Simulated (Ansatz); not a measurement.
Nb:
```yaml
crystal:
  lattice:
    - [-1.65117, 1.65117, 1.65117]
    - [1.65117, -1.65117, 1.65117]
    - [1.65117, 1.65117, -1.65117]
  atoms:
    - { symbol: Nb, position: [0.00000, 0.00000, 0.00000] }
```

Relaxed with r²SCAN. Special points in fractions of this cell's reciprocal vectors: Γ (0.000, 0.000, 0.000); H (0.500, -0.500, 0.500); N (0.000, 0.000, 0.500); P (0.250, 0.250, 0.250).

Q: List the band energies nearest the Fermi level at these points for plane-wave PAW r²SCAN (Ansatz code).

A: In eV from the Fermi level; about four levels below and three above (degenerate sets whole), none deeper than 8.9 eV; … stands for higher levels left out; points with the same levels are listed once.

```tsv
k	below	above
Γ	-6.25	0.45 0.45 0.45
H	-3.88 -3.88	…
N	-3.89 -1.70	2.27 3.59 …
P	-1.17 -1.17 -1.17	…
```

Space group Im-3m (bcc (W type)). The r²SCAN relaxation kept the symmetry of its start. The run is not spin-polarised. Spin–orbit coupling is left out wherever it is not named.

Potentials: the earlier of the program's two PAW sets.
